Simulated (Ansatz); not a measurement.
CsPbBr3:
Space group Pnma (No. 62); a = 8.5290 Å, b = 11.8931 Å, c = 8.2657 Å, α = β = γ = 90.00°

| atom | site | symmetry | x | y | z |
|---|---|---|---|---|---|
| Pb | 4a | -1 | 0.0000 | 0.0000 | 0.0000 |
| Cs | 4c | .m. | 0.0572 | 0.2500 | 0.4839 |
| Br | 8d | 1 | 0.2932 | 0.0379 | 0.2044 |
| Br | 4c | .m. | 0.0141 | 0.7500 | 0.0730 |

Relaxed with PBE. PBE in the plane-wave PAW code Ansatz gives a gap of 2.12 eV.

### Question
What gap does HSE06 give on the same cell (Ansatz, PAW)?

### Answer
2.79 eV, 0.67 eV more. The hybrid was solved on a coarser mesh and at special points; the gap given is the minimum over both.

| k | v1 PBE | c1 PBE | v1 HSE06 | c1 HSE06 |
|---|---|---|---|---|
| Γ | 0.00 | 2.12 | 0.00 | 2.79 |
| X | -0.73 | 2.52 | -0.84 | 3.20 |
| Z | -0.76 | 2.51 | -0.88 | 3.19 |
| U | -0.52 | 2.50 | [?] | [?] |
| Y | -0.41 | 2.30 | [?] | [?] |
| S | -1.01 | 3.74 | [?] | [?] |
| T | -1.10 | 3.69 | -1.35 | 4.44 |
| R | -0.88 | 2.69 | [?] | [?] |

### Question
Top valence (v1) and lowest conduction level (c1) in eV from each method's valence maximum (which need not be a listed point): supply the withheld HSE06 values.

### Answer

- R, v1 HSE06: -1.04
- R, c1 HSE06: 3.38
- U, v1 HSE06: -0.61
- U, c1 HSE06: 3.18
- Y, v1 HSE06: -0.46
- Y, c1 HSE06: 2.98
- S, v1 HSE06: -1.26
- S, c1 HSE06: 4.50

Cost on shared cores: the PBE run (SCF on a 4×3×4 mesh, then bands and DOS) about 22 core-minutes (a rough figure), the HSE06 run (SCF on 2×2×2, then a few points) very roughly 40 core-minutes; the tasks are unlike.

Symmetry was held in the PBE relaxation. Spin–orbit coupling is left out wherever it is not named.

Potentials: the later of the program's two PAW sets.
